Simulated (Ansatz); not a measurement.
BeSe (CsCl type, Pm-3m) at seven volumes, plane-wave PAW PBE (Ansatz code), scaled uniformly. One row is withheld.

```csv
V (Å³/atom),P (GPa)
13.592,?
14.040,5.41
14.488,2.40
14.936,0.00
15.384,-2.09
15.832,-3.94
16.280,-5.40
```

**Question.** Fit the shown pressures and predict the withheld one.

**Answer.** P = (3/2)B₀(x^(7/2) − x^(5/2))[1 + (3/4)(B′ − 4)(x − 1)] with x = (V₀/V)^(2/3). Least squares on the six rows gives V₀ = 14.931 Å³/atom, B₀ = 76.1 GPa, B′ = 4.57. At V = 13.592, x = 1.0646 and P = 8.87 GPa. The run itself gave 8.93 GPa.

The cell is a constructed one: a structure type filled with these elements; neither database checked (COD, Materials Project) lists it. COD files the formula under space group No. 216, so this cell is another polymorph or a model. Its standing as an ambient phase is unchecked. Symmetry was held in the PBE relaxation; whether a distortion lowers the energy is not shown.

Potentials: the earlier of the program's two PAW sets.
